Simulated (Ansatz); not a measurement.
BaInHO$_{2}$:
Space group P4/mmm (No. 123); a = b = 4.297 Å, c = 3.919 Å, α = β = γ = 90.00°

| atom | site | symmetry | x | y | z |
|---|---|---|---|---|---|
| Ba | 1d | 4/mmm | 0.5000 | 0.5000 | 0.5000 |
| In | 1a | 4/mmm | 0.0000 | 0.0000 | 0.0000 |
| O | 2f | mmm. | 0.0000 | 0.5000 | 0.0000 |
| H | 1b | 4/mmm | 0.0000 | 0.0000 | 0.5000 |

Relaxed at zero pressure with r²SCAN (plane waves, PAW; program Ansatz).

The volume is lowered by 3 % and shape and atoms relax at that volume. What pressure results, and how do the axes share the change?

3.4 GPa; a -0.8 %, b -0.8 %, c -1.5 %; the energy rises by 5 meV/atom.

Give the new structure.


Space group P4/mmm (No. 123); a = 4.264 Å, b = 4.264 Å, c = 3.861 Å, α = 90.00°, β = 90.00°, γ = 90.00°

```tsv
atom	site	symmetry	x	y	z
Ba	1d	4/mmm	0.5000	0.5000	0.5000
In	1a	4/mmm	0.0000	0.0000	0.0000
O	2f	mmm.	0.0000	0.5000	0.0000
H	1b	4/mmm	0.0000	0.0000	0.5000
```

The phase is kept; no other phase was compared at this pressure.

The start of the workflow was typed in or built on a structure type; neither database checked (COD, Materials Project) lists it. Whether it is the stable phase at ambient conditions was not checked. The cell was relaxed with r²SCAN under the symmetry of its start; whether a distortion lowers the energy is not shown. Scalar-relativistic: spin–orbit coupling is off unless named, which matters more the heavier the elements.

Potentials: the earlier of the program's two PAW sets. The files were generated under PBE; for other functionals the program regenerates the frozen cores, and for LDA and PBEsol the local potential too.
